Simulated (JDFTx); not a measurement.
Input for JDFTx (a modified build): anisole, C7H8O (SMILES COc1ccccc1), charge 0, multiplicity 1, SCCS (g09 parameters), water, no salt; lengths in bohr, energies in hartree. The run starts from orbitals saved by an earlier run of the same system.

```
lattice \
  27.4010288071 0.0000000000 0.0000000000 \
  0.0000000000 23.6215765578 0.0000000000 \
  0.0000000000 0.0000000000 17.9523981839
coords-type Cartesian
ion C -4.8626155353 0.1057941999 -0.0002405753 0
ion O -2.7981717960 1.7782328949 0.0055934819 0
ion C -0.4157832565 0.7960205938 0.0045908824 0
ion C 1.5479702632 2.5571714424 0.0029511598 0
ion C 4.0294201379 1.7633819492 0.0005307226 0
ion C 4.5998320014 -0.7944278954 -0.0001043095 0
ion C 2.6588557695 -2.5407163101 0.0021117669 0
ion C 0.1568251454 -1.7672091538 0.0043904861 0
ion H -6.5426382358 1.2941949222 -0.0053633015 0
ion H -4.8690926761 -1.0907065545 -1.6886283915 0
ion H -4.8791623117 -1.0901227324 1.6886283915 0
ion H 1.0678696219 4.5382448778 0.0040868498 0
ion H 5.5303333437 3.1459157445 0.0002226553 0
ion H 6.5426382358 -1.4155626918 -0.0017297121 0
ion H 3.0804852306 -4.5382448778 0.0014960392 0
ion H -1.3176633449 -3.1751073354 0.0058670700 0
ion-species pseudo/c_pbe_v1.2.upf
ion-species pseudo/o_pbe_v1.2.upf
ion-species pseudo/h_pbe_v1.4.upf
elec-cutoff 20 100
elec-ex-corr gga-PBE
symmetries none
elec-n-bands 21
electronic-minimize nIterations 150 energyDiffThreshold 1e-7
fluid LinearPCM
pcm-variant SCCS_g09
fluid-solvent H2O
fluid-minimize nIterations 400 knormThreshold 1e-11
wavefunction read s0.wfns 24
dump-name s4.$VAR
dump End State Ecomponents EigStats BandEigs Forces ElecDensity IonicPositions FluidDebug
```

The log closes as follows.

```
[...]
ElecMinimize: Iter:   7  Etot: -60.736038554673513  |grad|_K:  3.203e-07  alpha:  1.267e+00  linmin: -1.366e-02
ElecMinimize: Iter:   8  Etot: -60.736038631069121  |grad|_K:  2.216e-07  alpha:  8.582e-01  linmin: -1.048e-01
ElecMinimize: Iter:   9  Etot: -60.736038659191586  |grad|_K:  1.247e-07  alpha:  6.007e-01  linmin: -1.255e-01
ElecMinimize: Converged (|Delta Etot|<1.000000e-07 for 2 iters).

# Ionic positions in cartesian coordinates:
ion C  -4.862615535300000   0.105794199900000  -0.000240575300000 0
ion C  -0.415783256500000   0.796020593800000   0.004590882400000 0
ion C   1.547970263200000   2.557171442400000   0.002951159800000 0
ion C   4.029420137900000   1.763381949200000   0.000530722600000 0
ion C   4.599832001400000  -0.794427895400000  -0.000104309500000 0
ion C   2.658855769500000  -2.540716310100000   0.002111766900000 0
ion C   0.156825145400000  -1.767209153800000   0.004390486100000 0
ion O  -2.798171796000000   1.778232894900000   0.005593481900000 0
ion H  -6.542638235800000   1.294194922200000  -0.005363301500000 0
ion H  -4.869092676100000  -1.090706554500000  -1.688628391500000 0
ion H  -4.879162311699999  -1.090122732400000   1.688628391500000 0
ion H   1.067869621900000   4.538244877800000   0.004086849800000 0
ion H   5.530333343700000   3.145915744499999   0.000222655300000 0
ion H   6.542638235800000  -1.415562691800000  -0.001729712100000 0
ion H   3.080485230600000  -4.538244877800000   0.001496039200000 0
ion H  -1.317663344900000  -3.175107335400000   0.005867070000000 0

# Forces in Cartesian coordinates:
force C  -0.005107305913345  -0.004872927313750   0.000038604681026 0
force C  -0.002106502563296   0.003016138550870  -0.000032985969014 0
force C  -0.003458013376720   0.001134528516023   0.000029838853181 0
force C   0.000645647157348   0.001106944536514   0.000045762327799 0
force C   0.004021722948966  -0.001915304436689   0.000009876874298 0
force C   0.001351563774864  -0.001071301916289  -0.000025995603452 0
force C  -0.005806213659769  -0.002264578125134  -0.000001367906783 0
force O   0.008246033605835   0.011870285622626   0.000032142450347 0
force H  -0.006307031290084   0.002760131119191  -0.000013410493070 0
force H  -0.000374619652627  -0.004392646782267  -0.005158642475123 0
force H  -0.000399759283721  -0.004387481128902   0.005126514173392 0
force H  -0.001904183679849   0.010949434555884  -0.000011549082008 0
force H   0.007302701828483   0.007184829312090  -0.000027788420755 0
force H   0.009700444156387  -0.003089363727362  -0.000014926671521 0
force H   0.001869393497841  -0.009752199242733   0.000009650219659 0
force H  -0.007665927551568  -0.006284975717348   0.000008094820913 0

# Energy components:
   A_diel =       -0.0040038862260533
   Eewald =       76.9897024781555501
       EH =      124.5595286797211685
     Eloc =     -285.4286172053399468
      Enl =        7.7087029347860971
      Exc =      -19.2040333400059140
 Exc_core =        0.3007804984772843
       KE =       34.3419011812402246
-------------------------------------
     Etot =      -60.7360386591915855
```

The run took 10 electronic cycles (a count that differs between repeats, as do the digits past 10⁻⁶ Ha); the total lies -0.09 eV from the vacuum run at this geometry.
